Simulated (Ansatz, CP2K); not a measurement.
Given: the input of a run of Ansatz 0.2.0 on AlSn. The cell comes from a database or a generator and needn't be the stable form of this composition.

The input input.yaml:

```yaml
crystal:
  lattice:
    - [4.1981056157, 0.0, 0.0]
    - [-2.0990528078, 3.6356661109, 0.0]
    - [0.0, 0.0, 3.306847]
  atoms:
    - { symbol: Sn, position: [0.3333333333, 0.6666666667, 0.5] }
    - { symbol: Al, position: [0.0, 0.0, 0.0] }
kpoints:
  mp_grid: { grid: [7, 7, 8] }
scf:
  occupations: { method: gaussian, width: 0.02 }
hamiltonian:
  xc: lda
  pseudopotentials: { kind: all_electron, lapw: { basis_error: 0.001 } }
output:
  forces: true
  stress: true
  eigenvalues: true
```

Potentials or basis: all-electron LAPW, scalar-relativistic.

Run with:

```console
$ ansatz run input.yaml --threads 1 --pin off --max-ram 3072MiB --backend cpu --events-out ev --progress --plain --runs-dir out
```

Question: Translate it to CP2K 2026.2. Potentials or basis there: GTH_POTENTIALS Sn GTH-PADE-q4, Al GTH-PADE-q3; TZVP-MOLOPT-PBE-GTH basis.

Answer: As run (cutoffs and basis follow the program's own potentials, and thresholds, step limits or extra output files can differ):

Contents of alsn_scf.inp:

```
&GLOBAL
  PROJECT alsn_scf
  RUN_TYPE ENERGY_FORCE
  PRINT_LEVEL LOW
&END GLOBAL
&FORCE_EVAL
  METHOD QS
  STRESS_TENSOR ANALYTICAL
  &DFT
    BASIS_SET_FILE_NAME BASIS_MOLOPT_UZH
    POTENTIAL_FILE_NAME GTH_POTENTIALS
    &MGRID
      CUTOFF 450
      REL_CUTOFF 60
      NGRIDS 4
    &END MGRID
    &QS
      METHOD GPW
      EPS_DEFAULT 1.0E-10
    &END QS
    &KPOINTS
      SCHEME MONKHORST-PACK 7 7 8
      GAMMA_CENTERED T
      SYMMETRY T
      SYMMETRY_BACKEND SPGLIB
    &END KPOINTS
    &SCF
      SCF_GUESS ATOMIC
      EPS_SCF 1.0E-6
      MAX_SCF 100
      ADDED_MOS 10
      CHOLESKY OFF
      EPS_EIGVAL 1.0E-7
      &DIAGONALIZATION ON
        ALGORITHM STANDARD
      &END DIAGONALIZATION
      &MIXING ON
        METHOD BROYDEN_MIXING
        ALPHA 0.4
        BETA 1.5
        NBUFFER 8
      &END MIXING
      &SMEAR ON
        METHOD GAUSSIAN
        SIGMA [eV] 0.02
      &END SMEAR
    &END SCF
    &XC
      &XC_FUNCTIONAL
        &LDA_X
        &END LDA_X
        &LDA_C_PW
        &END LDA_C_PW
      &END XC_FUNCTIONAL
    &END XC
    &PRINT
      &KPOINTS ON
      &END KPOINTS
      &MULLIKEN ON
      &END MULLIKEN
      &MO ON
        ENERGIES T
        OCCUPATION_NUMBERS T
        &EACH
          QS_SCF 0
        &END EACH
        ADD_LAST NUMERIC
      &END MO
      &LOWDIN ON
      &END LOWDIN
      &HIRSHFELD ON
        SHAPE_FUNCTION DENSITY
      &END HIRSHFELD
    &END PRINT
  &END DFT
  &SUBSYS
    &CELL
      A 4.1981056157 0.0000000000 0.0000000000
      B -2.0990528078 3.6356661109 0.0000000000
      C 0.0000000000 0.0000000000 3.3068470000
      PERIODIC XYZ
    &END CELL
    &COORD
      Sn  -0.0000000002 2.4237774074 1.6534235000
      Al  0.0000000000 0.0000000000 0.0000000000
    &END COORD
    &KIND Sn
      BASIS_SET TZVP-MOLOPT-PBE-GTH-q4
      POTENTIAL GTH-PADE-q4
    &END KIND
    &KIND Al
      BASIS_SET TZVP-MOLOPT-PBE-GTH-q3
      POTENTIAL GTH-PADE-q3
    &END KIND
    &PRINT
      &ATOMIC_COORDINATES ON
      &END ATOMIC_COORDINATES
      &CELL ON
      &END CELL
      &SYMMETRY ON
      &END SYMMETRY
    &END PRINT
  &END SUBSYS
  &PRINT
    &FORCES ON
    &END FORCES
    &STRESS_TENSOR ON
    &END STRESS_TENSOR
  &END PRINT
&END FORCE_EVAL
```

Potentials or basis: GTH_POTENTIALS Sn GTH-PADE-q4, Al GTH-PADE-q3; TZVP-MOLOPT-PBE-GTH basis.

Launch:

```bash
$ OMP_NUM_THREADS=1 cp2k.psmp -i alsn_scf.inp -o alsn_scf.out
```

Both were run:

|  | Ansatz | CP2K |
| --- | --- | --- |
| Pressure | -3.0 GPa | -3.3 GPa |

Where Ansatz's input types no cutoff or centring, it takes its own default and a Γ-centred mesh.

The two programs' LDA may be different fits to the electron gas.

Pressure is positive in compression.
